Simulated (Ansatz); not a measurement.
**WC: two-dimensional strain map**

Method: Ansatz, DFT PBEsol, scalar-relativistic, plane waves, PAW. The runs took a 420 eV cutoff, a Γ-centred 18×18×18 mesh and Gaussian smearing (0.15 eV). Spin–orbit coupling is left out, which can shift energies with elements as heavy as these. No spin polarisation. Energies are free energies at this smearing, counted from the undisturbed cell; pressure is positive in compression.

Reference structure (as given, not relaxed at this level; it stands at -10.1 GPa; this rock-salt form isn't the usual structure):

```yaml
crystal:
  lattice:
    - [0.00000, 2.19268, 2.19268]
    - [2.19268, 0.00000, 2.19268]
    - [2.19268, 2.19268, 0.00000]
  atoms:
    - { symbol: W, position: [0.00000, 0.00000, 0.00000] }
    - { symbol: C, position: [0.50000, 0.50000, 0.50000] }
```

The cell is strained by p along both x and y and by q along z, fractional coordinates fixed. Points are written (p, q). At -10 GPa the given cell is far from its own equilibrium, so these figures belong to a strongly strained crystal.

Energy above the undisturbed cell in meV/atom (a dash: not computed):

| p \ q | -0.080 | -0.040 | 0.000 | 0.040 | 0.080 |
| --- | --- | --- | --- | --- | --- |
| -0.080 | ? | 498.2 | ? | 379.3 | 405.9 |
| -0.040 | 293.9 | 111.6 | 55.9 | 76.7 | 140.9 |
| 0.000 | ? | 18.4 | 0.0 | 58.7 | 158.9 |
| 0.040 | 214.1 | ? | 133.8 | 226.0 | 359.8 |
| 0.080 | 390.9 | 329.2 | 383.6 | 508.7 | 672.8 |

**Question.** Fill in the withheld energies.

**Answer.** (-0.080, -0.080): 722.9; (-0.080, 0.000): 399.7; (0.000, -0.080): 158.2; (0.040, -0.040): 115.0.